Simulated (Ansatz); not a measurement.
## Profile along the Cd–Cd line in Cd (hcp, Mg type)

Cd (hcp, Mg type), conventional cell a = 3.0161 Å, b = 3.0161 Å, c = 5.8191 Å, α = 90.00°, β = 90.00°, γ = 120.00°. The calculation uses the primitive cell of 2 atoms, to which meshes and values per cell refer.

Fields along a shortest Cd–Cd line of a (1 -1 0 0) plane (3.02 Å), from Cd to Cd, interpolated on the slice's grid (step about 0.2 Å). These are PBE (plane waves to 420 eV, PAW, scalar-relativistic; Ansatz, an electronic-structure program) values and carry that method's errors. k mesh 18×18×8. Near the nuclei the fields are pseudised (PAW); where an atom keeps semicore shells as valence, they peak there. Cd was relaxed with its symmetry unable to fall. The relaxed volume of Cd is well above the measured one; the method has no dispersion term.

```tsv
distance from Cd (Å)	valence electron density (e/Å³)	electron localisation function
0.00	26.57	x
0.15	24.13	x
0.30	18.12	x
0.45	11.23	x
0.60	5.72	0.50
0.76	2.44	0.40
0.91	0.98	0.29
1.06	0.46	0.21
1.21	0.27	0.19
1.36	0.20	0.22
1.51	0.19	0.23
1.66	0.20	0.22
1.81	0.27	0.19
1.96	0.46	0.21
2.11	0.98	0.29
2.27	2.44	0.40
2.42	5.72	0.50
2.57	11.23	x
2.72	18.12	x
2.87	24.13	x
3.02	26.57	x
```

x: too close to a nucleus for the ELF to mean much.

Density on the Cd–Cd line (3.02 Å) at its midpoint: 0.19 e/Å³. ELF at that point: 0.2.
